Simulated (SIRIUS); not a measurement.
Set-up for a self-consistent single point of HfN (P1, 8 atoms in the cell; from Materials Project mp-2828, changed as shown).

```
CELL_PARAMETERS angstrom
      4.52210     0.00000     0.00000
      0.00000     4.52210     0.00000
      0.00000     0.00000     4.52210
ATOMIC_POSITIONS crystal
  Hf 0.99453 0.00899 0.98965
  Hf 0.00516 0.48932 0.49897
  Hf 0.51658 0.99965 0.51103
  Hf 0.49153 0.50158 0.99907
  N  0.49999 0.00510 0.99534
  N  0.49014 0.48706 0.51084
  N  0.00206 0.00451 0.48836
  N  0.00001 0.50379 0.00673
```

Method: LDA (PW92), GBRV LDA ultrasoft pseudopotentials (plane waves; SIRIUS).

SIRIUS settings:

```
key                                                                   value
--------------------------------------  -----------------------------------
parameters.ngridk                                                     6 6 6
parameters.xc_functionals                           [XC_LDA_X, XC_LDA_C_PW]
parameters.gk_cutoff                                           6.325 1/bohr
parameters.pw_cutoff                                          14.143 1/bohr
parameters.smearing                                             fermi_dirac
parameters.smearing_width                                     0.00499791 Ha
potentials                              GBRV LDA ultrasoft pseudopotentials
parameters.electronic_structure_method                      pseudopotential
parameters.num_bands                                                     41
parameters.num_mag_dims                                                   0
parameters.num_dft_iter                                                 100
parameters.energy_tol                                              1e-07 Ha
parameters.density_tol                                                1e-06
mixer.type                                                         anderson
mixer.beta                                                              0.5
mixer.use_hartree                                                     false
```

Results:

- Number of valence electrons = 68
- Number of bands = 41
- Number of k-points after the program's reduction = 112
- Number of plane waves (most at a k-point) = 2721
- Number of SCF iterations = 30
- FFT grid = 45 × 45 × 45
- Free energy E − TS = -9743.9988 eV
- Fermi level (on the code's own zero) = 18.34 eV
- Pressure = -10.12 GPa
- Largest force (vector length) = 1.602 eV/Å

Forces (eV/Å):
| atom | Fx | Fy | Fz |
|---|---|---|---|
| Hf1 | 0.446 | -0.577 | 0.557 |
| Hf2 | -0.570 | 0.915 | 0.165 |
| Hf3 | -1.214 | -0.312 | -0.998 |
| Hf4 | 0.559 | 0.030 | 0.399 |
| N5 | -0.094 | -0.191 | 0.494 |
| N6 | 0.711 | 0.647 | -0.592 |
| N7 | 0.328 | -0.463 | 0.408 |
| N8 | -0.166 | -0.049 | -0.433 |

Stress (GPa, positive for compression):
```
 -9.98    0.22    0.08
  0.22  -10.32   -0.10
  0.08   -0.10  -10.05
```

For comparison: a first run was changed to give this one (atoms moved at random), and from it to this one the free energy rises by 27.3 meV/atom, the pressure goes from -11.37 to -10.12 GPa and the largest force goes from 0.000 to 1.602 eV/Å.

Forces above 1 eV/Å remain at this geometry. The structure comes from a collection of computed structures, made at another level of theory; the collection holds predicted forms beside known ones. Its lattice was then scaled. No clean gap shows at this smearing width and mesh (spacing up to 0.23 Å⁻¹); the mesh is coarse for partly filled bands, so the values carry mesh errors.

Cost on one core: around 4 core-minutes (rough).
